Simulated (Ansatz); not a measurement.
# Al: pressure against volume, fitted

```
CELL_PARAMETERS angstrom
0.00000 2.02398 2.02398
2.02398 0.00000 2.02398
2.02398 2.02398 0.00000
ATOMIC_POSITIONS crystal
Al 0.00000 0.00000 0.00000
```

The cell is COD entry 4313206, as deposited and not checked against the literature; nothing was relaxed.

Level of theory: Ansatz 0.2.0, DFT, PBEsol, all-electron LAPW, scalar-relativistic.

Settings: a Γ-centred 14×14×14 k mesh, Fermi–Dirac smearing of 0.05 eV, basis error target 1 meV/atom, no spin polarisation.

The cell is scaled evenly. Fractional coordinates are held (clamped ions).

```json
{"V (Å³/atom)": "15.588", "P (GPa)": "3.06"}
{"V (Å³/atom)": "15.919", "P (GPa)": "1.15"}
{"V (Å³/atom)": "16.251", "P (GPa)": "-0.56"}
{"V (Å³/atom)": "16.417", "P (GPa)": "-1.35"}
{"V (Å³/atom)": "16.582", "P (GPa)": "-2.10"}
{"V (Å³/atom)": "16.748", "P (GPa)": "-2.80"}
{"V (Å³/atom)": "16.914", "P (GPa)": "-3.46"}
{"V (Å³/atom)": "17.246", "P (GPa)": "-4.66"}
```

**Question.** Fit a third-order Birch–Murnaghan curve to the pressures.

**Answer.** P = (3B0/2)(y^(7/2) − y^(5/2))[1 + (3/4)(B0′ − 4)(y − 1)] with y = (V0/V)^(2/3) fits within 0.01 GPa for V0 = 16.137 Å³/atom, B0 = 81.8 GPa and B0′ = 4.59.

**Question.** Predict the pressure at the withheld volume, 17.577 Å³/atom.

**Answer.** There y = 0.9446, so the fit gives -5.75 GPa; the run gave -5.71 GPa.
